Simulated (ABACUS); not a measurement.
Consider a self-consistent single point of TaN (P1, 12 atoms in the cell; from Materials Project mp-1279, changed as shown).

```
TaN
1.0
    5.31632     0.00000     0.00000
    0.00000     9.20813     0.00000
    0.00000     0.00000     2.97508
Ta N
6 6
Direct
  0.99841   0.00915   0.01180
  0.00705   0.33314   0.48361
  0.49274   0.16773   0.51457
  0.48960   0.49378   0.97792
  0.50593   0.83216   0.50155
  0.00119   0.67139   0.52258
  0.39769   0.00025   0.97329
  0.29472   0.30657   0.99265
  0.79800   0.19380   0.00401
  0.90345   0.49393   0.01676
  0.80502   0.80498   0.99598
  0.30619   0.69312   0.00528
```

All values come from this method and carry its errors: LDA (PW92), numerical atomic orbitals SZP (confined pseudo-atomic orbitals with Gaussian additions; energy shift 0.003 Ry), PseudoDojo 0.4 standard norm-conserving LDA (tails mended) pseudopotentials in ABACUS.

ABACUS settings:

| setting | value |
|---|---|
| basis | SZP numerical atomic orbitals, energy shift 0.003 Ry |
| KPT | Gamma 4 2 6 0 0 0 |
| basis_type | lcao |
| dft_functional | PWLDA |
| ecutwfc | 100 Ry |
| smearing_method | fd |
| smearing_sigma | 0.00734986 Ry |
| potentials | PseudoDojo 0.4 standard norm-conserving LDA (tails mended) |
| symmetry | 1 |
| symmetry_prec | 1e-05 |
| ks_solver | genelpa |
| scf_nmax | 100 |
| scf_thr | 1.0e-07 |
| mixing_type | broyden |
| mixing_beta | 0.4 |

Results:

```
Property                                                  Result
------------------------------------------------  --------------
Number of valence electrons                                  108
Number of bands                                               65
Number of k-points after the program's reduction              28
Size of the basis                                            174
Number of SCF iterations                                      14
Free energy E − TS                                -12344.5552 eV
Fermi level (on the code's own zero)                    17.77 eV
Pressure                                              -25.71 GPa
Largest force (vector length)                         2.201 eV/Å
```

Forces (eV/Å):
```csv
atom,Fx,Fy,Fz
Ta1,0.460,-1.839,-0.614
Ta2,-1.349,0.048,1.136
Ta3,0.837,-0.221,-1.215
Ta4,1.677,1.136,0.861
Ta5,-0.491,0.079,-0.404
Ta6,0.226,-1.011,-0.804
N7,-0.891,0.019,1.375
N8,0.541,-0.945,-0.063
N9,-0.054,0.833,0.017
N10,-1.378,1.075,-0.904
N11,0.357,0.637,0.657
N12,0.065,0.189,-0.044
```

Stress (GPa, positive for compression):
```
-25.19   -1.04   -0.02
 -1.04  -23.68   -0.23
 -0.02   -0.23  -28.28
```

For comparison: a first run was changed to give this one (atoms moved at random), and from it to this one the free energy goes up by 45.9 meV/atom, the pressure goes from -27.33 to -25.71 GPa and the largest force goes from 0.246 to 2.201 eV/Å.

The atom-centred basis is finite, which shifts total energies, pressures and forces against plane waves. Forces above 1 eV/Å remain at this geometry, of which the finite basis can carry a part. A single-zeta basis is rough, for pressures and forces above all. The structure comes from a collection of computed structures, made at another level of theory; the collection holds predicted forms beside known ones. Its lattice was then scaled. No clean gap shows at this smearing width and mesh (spacing up to 0.35 Å⁻¹); the mesh is coarse for partly filled bands, so the values carry mesh errors. At this pressure the cell is far from its equilibrium volume at this level.

Cost on one core: very roughly 40 core-seconds.

The atomic orbitals were generated for these runs; they are not ABACUS's published sets and were checked against plane waves on a few crystals only.

“Tails mended”: in these copies of the files the far tail of each local potential was reset to the Coulomb form.
